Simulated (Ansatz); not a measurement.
Ansatz input

```yaml
crystal:
  lattice:
    - [4.5516771659, 0.0, 0.0]
    - [-2.275838583, 3.9418680555, 0.0]
    - [0.0, 0.0, 2.9184136852]
  atoms:
    - { symbol: Ga, position: [0.0, 0.0, 0.0] }
    - { symbol: Ga, position: [0.3333333333, 0.6666666667, 0.5] }
    - { symbol: Ga, position: [0.6666666667, 0.3333333333, 0.5] }
hamiltonian:
  xc: lda
  pseudopotentials:
    kind: paw
    azcp:
      Ga: "pseudopotentials/Ga.paw.azcp"
basis:
  ecutwfc: 420
  fft_grid_basis: typed
kpoints:
  mp_grid: { grid: [11, 11, 14], shift: [0, 0, 0] }
magnetization:
  spin_polarized: false
scf:
  occupations: { method: fermi_dirac, width: 0.1 }
output:
  write_density: true
  write_potential: true
  elf: true
  volumetric_format: npy
```

Terminal output

```
Warning: the record states the generating functional pbe (its physics header spells it `PBE`), which answers neither for hamiltonian.xc's functional nor for the lda family's — results may be inconsistent (PPs are generated against a specific XC)
Engine: ansatz 0.2.0, aarch64-unknown-linux-gnu
Pseudopotentials: kind: paw
Pseudopotential: Ga, paw, valence charge 13, recommended cutoff 420 eV (normal) 
Functional definition: SPW92
  exchange = slater_x
  correlation = pw_c
Crystal: 3 atoms, lattice volume = 52.363 Å³
Basis set: ecut = 420 eV, 1011 PW (Γ)
Bands: 24, of which v1, the nominal top of the filled ones, is band 20 counted from 1 (19 counted from 0)
Symmetry: 24 space group operations
Space group: P6/mmm (ITA 191), of the structure as read, at distance tolerance 3.7e-5 Å
k-points: 128 of 1694
Non-local potential: Ga, projectors of the file, l = 0: 2, l = 1: 2, l = 2: 3, l = 3: 1
PAW form: soft (Blöchl's): semilocal exchange-correlation on the pseudo side does not see the compensation charge
PAW frozen core: Ga, regenerated for the run's functional, and the local potential with it (the file was generated under x = pbe(κ = 0.804, μ = 0.2195149727645171), c = pbe(β = 0.06672455060314922))
PAW one-centre angular grid: Ga, 590 points (default); XC on 64 Gauss nodes
Initial density: superposition of atomic densities (neutral atoms: chi_scale 0, normalization atom), corrected by the library's trained network
Initial wavefunctions: pseudopotential atomic-orbital guess
Functional: x = slater, c = lda
SCF iter   1: F=—  HF=-11120.738587 eV  |F-HF|=—  |Δ(HF+E_count)|=         —  Δρ=5.83e-3  dr2=6.86e-3  ethr=1.77e-3  ⟨swp⟩=5.1  Hψ=12446  notcnv=0
SCF iter   2: F=—  HF=-11120.735406 eV  |F-HF|=—  |Δ(HF+E_count)|=   3.18e-3  Δρ=3.26e-3  dr2=2.65e-3  ethr=1.76e-5  ⟨swp⟩=2.1  Hψ=5949  notcnv=0
SCF iter   3: F=—  HF=-11120.734800 eV  |F-HF|=—  |Δ(HF+E_count)|=   6.05e-4  Δρ=6.02e-4  dr2=1.02e-4  ethr=6.79e-6  ⟨swp⟩=2.0  Hψ=3647  notcnv=0
SCF iter   4: F=—  HF=-11120.734731 eV  |F-HF|=—  |Δ(HF+E_count)|=   6.94e-5  Δρ=2.51e-4  dr2=1.78e-5  ethr=2.61e-7  ⟨swp⟩=2.0  Hψ=5578  notcnv=0
SCF iter   5: F=—  HF=-11120.734715 eV  |F-HF|=—  |Δ(HF+E_count)|=   1.63e-5  Δρ=5.96e-5  dr2=8.22e-7  ethr=4.57e-8  ⟨swp⟩=2.0  Hψ=5566  notcnv=0
SCF iter   6: F=—  HF=-11120.734715 eV  |F-HF|=—  |Δ(HF+E_count)|=   7.08e-8  Δρ=2.23e-5  dr2=1.40e-7  ethr=2.56e-10  ⟨swp⟩=5.0  Hψ=12311  notcnv=0
SCF iter   7: F=-11120.734714 eV  HF=-11120.734714 eV  |F-HF|=2.41e-8  |Δ(HF+E_count)|=   1.38e-7  Δρ=5.20e-6  dr2=7.43e-9  ethr=2.56e-10  ⟨swp⟩=3.1  Hψ=8181  notcnv=0
SCF 1 converged in 7 iterations: F = -11120.734714 eV  dr2 = 7.43e-9
SCF converged after 7 iterations
Free energy (F): -11120.734714 eV
Harris-Foulkes:  -11120.734714 eV  (|F-HF|=2.41e-8)
Internal energy: -11120.696156 eV  (E = F + TS)
E sigma→0 (E₀):  -11120.715435 eV
Entropy (-TS):   -0.038558 eV (-12.853 meV/atom)
Fermi energy:    10.421853 eV
--- Per-component energies (eV) ---
  E_band       = -83.728406
  E_kinetic    = 348.118294
  E_local      = -5207.187160  (includes V_loc(G=0)·N_el)
  E_nonlocal   = 1271.434223
  E_hartree    = 2452.431954
  E_xc         = -209.314351
  E_vxc        = -178.883702  (∫ρ·V_xc dr)
  E_paw        = -5726.994423  (= ΣΔE_a)
  E_vpaw       = -1222.076652  (= ΣTr[D̂ρ^β])
  E_aug_tail   = -0.000328  (compensation charges beyond the density's cutoff)
  E_ewald      = -4054.369804
  E_core_change = 5.185440  (= ΣΔE_core)
  E_smearing   = -0.038558  (= −TS)
  E_closure    = -0.000000  (closes the sum)
  Σ components = -11120.734714   (vs F -11120.734714, Δ=0.00e0)
--- Band table (eV; the first three rows and the last of 128) ---
  k-point 0: bands = ["-4.8230", "-4.6157", "-4.6157", "-4.5832", "-4.5727", "-4.5296", "-4.5296", "-4.5083", "-4.5083", "-4.4924", "-4.4924", "-4.4910", "-4.4910", "-4.3238", "-4.3238", "-1.2294", "7.9246", "8.2024", "9.1267", "9.1267", "9.3121", "9.3121", "15.5194", "19.2602"]
  k-point 1: bands = ["-4.8113", "-4.6153", "-4.6153", "-4.5719", "-4.5590", "-4.5590", "-4.5586", "-4.5325", "-4.5325", "-4.4756", "-4.4756", "-4.4667", "-4.4667", "-4.3255", "-4.3255", "-1.1376", "7.9883", "8.2833", "9.2114", "9.2114", "9.4094", "9.4094", "14.3545", "20.5963"]
  k-point 2: bands = ["-4.7785", "-4.6183", "-4.6183", "-4.6002", "-4.6002", "-4.5678", "-4.5678", "-4.5409", "-4.5192", "-4.4626", "-4.4626", "-4.4356", "-4.4356", "-4.3289", "-4.3289", "-0.8614", "8.1624", "8.5276", "9.4618", "9.4618", "9.7000", "9.7000", "12.4288", "20.5351"]
  k-point 127: bands = ["-4.7724", "-4.7467", "-4.6406", "-4.6335", "-4.6137", "-4.6027", "-4.5800", "-4.5683", "-4.4688", "-4.4557", "-4.4192", "-4.3260", "-4.3036", "-4.3008", "-4.2843", "5.5970", "5.9014", "6.5996", "6.9162", "7.4007", "8.1498", "14.4468", "15.6834", "16.4524"]
```
